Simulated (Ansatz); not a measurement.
TaN:
```
TaN
1.0
    0.00000     2.17419     2.17419
    2.17419     0.00000     2.17419
    2.17419     2.17419     0.00000
N Ta
1 1
Direct
  0.00000   0.00000   0.00000
  0.50000   0.50000   0.50000
```

Relaxed with plane-wave PAW LDA (Ansatz code). Indices refer to the conventional cell of Fm-3m, a = b = c = 4.3484 Å, α = β = γ = 90.00°.

### Question
Simulate the powder diffraction pattern (Cu Kα, λ = 1.54184 Å; lines above 1 %) up to 2θ = 90°.

### Answer
Simulated powder pattern, Cu Kα, λ = 1.54184 Å (kinematic, ideal powder, no thermal factors, no anomalous dispersion; the 30 strongest lines at most, above 1 %, up to 2θ = 90°):

```
2θ (°)  d (Å)  I/Imax (%)    hkl
------  -----  ----------  -----
35.77   2.511         100  (111)
41.54   2.174          67  (200)
60.19   1.537          45  (220)
72.03   1.311          43  (311)
75.78   1.255          15  (222)
```

The cell was relaxed with LDA under the symmetry of its start; of distortions, only those at the zone centre were tested. No spin polarisation was allowed. Scalar-relativistic: spin–orbit coupling is off unless named, which matters more the heavier the elements.

Potentials: the later of the program's two PAW sets.
